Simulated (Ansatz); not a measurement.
The start is a relaxed Y2Ge cell, doubled along one cell vector, shaken by Gaussian noise of σ = 0.08 Å a coordinate. Cell shape, volume and atoms are optimised at zero target pressure with r2SCAN (plane waves to 500 eV, PAW, scalar-relativistic; Ansatz, a program for electronic structure). The first steps use a coarse 5×5×2 k-mesh.

Input geometry:
```yaml
crystal:
  lattice:
    - [5.15544, 0.00000, 0.00000]
    - [-2.57772, 4.46474, 0.00000]
    - [0.00000, 0.00000, 12.72391]
  atoms:
    - { symbol: Ge, position: [0.35527, 0.68768, 0.12427] }
    - { symbol: Ge, position: [0.32601, 0.68469, 0.63756] }
    - { symbol: Ge, position: [0.65606, 0.32597, 0.37313] }
    - { symbol: Ge, position: [0.68525, 0.34471, 0.87436] }
    - { symbol: Y, position: [0.97219, 0.96757, 0.99515] }
    - { symbol: Y, position: [0.02589, 0.97032, 0.49069] }
    - { symbol: Y, position: [0.00637, 0.98150, 0.26120] }
    - { symbol: Y, position: [0.00370, 0.98239, 0.75990] }
    - { symbol: Y, position: [0.30911, 0.65417, 0.38666] }
    - { symbol: Y, position: [0.31525, 0.65776, 0.87278] }
    - { symbol: Y, position: [0.60809, 0.33126, 0.12595] }
    - { symbol: Y, position: [0.64449, 0.30676, 0.62193] }
```

Problem. Which atoms feel the largest initial force, and how large is it?

Solution. About 2.0 eV/Å, on Y11 (atoms numbered as listed).

Problem. How do the shortest distances between atoms change?

Solution. The closest pairs of elements (up to four, under 3.6 Å), start → end: Ge–Y 2.73 → 2.98 Å; Y–Y 2.92 → 3.18 Å.

Problem. Is the relaxed structure metallic? Give its gap.

Solution. Zero (metallic).

Final structure:

```cif
data_Ge2Y4
_chemical_formula_sum 'Ge2 Y4'
_space_group_name_H-M_alt 'P63/mmc'
_space_group_IT_number 194
_space_group_name_Hall '-P 6c 2c'
_cell_length_a 5.15541
_cell_length_b 5.15541
_cell_length_c 6.36187
_cell_angle_alpha 90.000
_cell_angle_beta 90.000
_cell_angle_gamma 120.000
loop_
_atom_site_label
_atom_site_type_symbol
_atom_site_symmetry_multiplicity
_atom_site_Wyckoff_symbol
_atom_site_fract_x
_atom_site_fract_y
_atom_site_fract_z
_atom_site_occupancy
Ge1 Ge 2 c 0.33333 0.66667 0.25000 1
Y1 Y 2 a 0.00000 0.00000 0.00000 1
Y2 Y 2 d 0.66667 0.33333 0.25000 1
```

Final values are on a 11×11×8 k-mesh of the relaxed cell. No spin polarisation in the result.

The relaxed structure here is a generated cell of Y2Ge: the first start was made by placing the elements on the sites of a structure type, and the end was not matched to a known phase here, so it may be hypothetical.
